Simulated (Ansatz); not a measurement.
**Hydrogen-ended wire of Ge, Ge26H30**

Ansatz, PAW, plane waves. PBEsol relaxation at a 1×1×3 mesh; single points on the relaxed atoms at a 1×1×2 mesh, onto which points of the small cell's zone fold. No spin–orbit coupling unless named.

Relaxed structure:

```
CELL_PARAMETERS angstrom
13.71787 -13.71787 0.00000
7.92002 7.92002 -15.84003
5.67559 5.67559 5.67559
ATOMIC_POSITIONS crystal
Ge 0.49974 0.61878 0.99937
Ge 0.49998 0.38264 0.33492
Ge 0.29159 0.50716 0.66919
Ge 0.70806 0.50732 0.66893
Ge 0.49975 0.61736 0.24827
Ge 0.50001 0.38120 0.58382
Ge 0.29170 0.49275 0.91422
Ge 0.70803 0.49297 0.91397
Ge 0.49987 0.49999 0.66713
Ge 0.49987 0.50000 0.91605
Ge 0.39705 0.44050 0.99934
Ge 0.60146 0.55877 0.33490
Ge 0.59794 0.31618 0.66904
Ge 0.38984 0.67667 0.66880
Ge 0.39827 0.44124 0.24826
Ge 0.60269 0.55948 0.58382
Ge 0.61038 0.32333 0.91407
Ge 0.40188 0.68387 0.91391
Ge 0.60277 0.44065 0.99930
Ge 0.39817 0.55860 0.33499
Ge 0.40211 0.31610 0.66889
Ge 0.61048 0.67673 0.66930
Ge 0.60157 0.44139 0.24822
Ge 0.39693 0.55929 0.58390
Ge 0.38978 0.32320 0.91393
Ge 0.59765 0.68392 0.91429
H 0.50008 0.30723 0.28257
H 0.27865 0.43686 0.60077
H 0.23132 0.55517 0.62922
H 0.72107 0.43699 0.60066
H 0.76825 0.55537 0.62869
H 0.49968 0.69280 0.30053
H 0.23151 0.44474 0.95462
H 0.27893 0.56317 0.98237
H 0.76830 0.44498 0.95408
H 0.72072 0.56345 0.98193
H 0.66672 0.59654 0.28253
H 0.58666 0.24000 0.62874
H 0.66523 0.34037 0.60068
H 0.31847 0.70535 0.62781
H 0.44479 0.72261 0.60084
H 0.33301 0.40342 0.30051
H 0.55596 0.27687 0.98228
H 0.68221 0.29541 0.95409
H 0.33440 0.65982 0.98175
H 0.41338 0.76003 0.95415
H 0.33283 0.59625 0.28262
H 0.41342 0.23992 0.62854
H 0.33480 0.34018 0.60042
H 0.55647 0.72346 0.60063
H 0.68240 0.70452 0.62964
H 0.66689 0.40370 0.30057
H 0.31814 0.29499 0.95439
H 0.44448 0.27701 0.98199
H 0.66502 0.65990 0.98263
H 0.58597 0.76010 0.95424
```

(1) What are the mean bond lengths by pair (pairs within 1.2 times the sum of covalent radii, less contacts 15 % beyond the pair's median; cation–cation pairs of compounds aside; long ionic contacts are cut short by that bound)?

(2) What gap lies between the top filled and the lowest empty level in the single points?

## Answers

(1) Ge–Ge 2.435 ± 0.009 Å (standard deviation, 37 bonds); Ge–H 1.545 ± 0.003 Å (standard deviation, 30 bonds).

(2) HSE06 3.33 eV (52 s on NVIDIA GB200).
